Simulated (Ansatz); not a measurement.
Pb (fcc)

Method: HSE06, scalar-relativistic; no spin polarisation; PAW, 420 eV, 8×8×8 k-mesh, Gaussian smearing of 0.05 eV; code Ansatz. The datasets are Ansatz's generated set soft_2.

```
CELL_PARAMETERS angstrom
0.00000 2.49715 2.49715
2.49715 0.00000 2.49715
2.49715 2.49715 0.00000
ATOMIC_POSITIONS crystal
Pb 0.00000 0.00000 0.00000
```

The volume is at zero pressure for this level.

Path: Γ–X–U | K–Γ–L–W–X, with Γ = (0.000, 0.000, 0.000), X = (0.500, 0.000, 0.500), U = (0.625, 0.250, 0.625), K = (0.375, 0.375, 0.750), L = (0.500, 0.500, 0.500), W = (0.500, 0.250, 0.750) in reciprocal vectors of the calculation's cell.

Bands as a text map, energy in eV from the Fermi level (dashes), each leg drawn with the same width:
```
  3.71 |                   *      
  3.43 |        **                
  3.14 |                          
  2.86 |   *   *                  
  2.57 |  * ***    *             *
  2.29 |                          
  2.00 |     *                  * 
  1.71 |                   **     
  1.43 |                          
  1.14 |                       *  
  0.86 |      *    *   *       *  
  0.57 |                     **   
  0.29 |                          
  0.00 |--------------------------
 -0.29 |       *  *           *   
 -0.57 |                    *     
 -0.86 |                          
 -1.14 |   *    **                
 -1.43 |                     *    
 -1.71 |          *               
 -2.00 |                          
 -2.29 |        **          * *   
 -2.57 |                *         
 -2.86 |       *               *  
 -3.14 |      *                   
 -3.43 |    **             *    **
 -3.71 |                          
 -4.00 |                          
        Γ   X   UK   Γ   L   W   X
```

By these bands, is it a metal or an insulator, and if it has a gap, where are the band edges on this path?

A metal: bands cross the Fermi level.

It took about 6 core-minutes on a shared host.

For elements this heavy, spin–orbit coupling would shift levels and gaps; it isn't included here. For a metal under a hybrid functional this mesh is coarse.
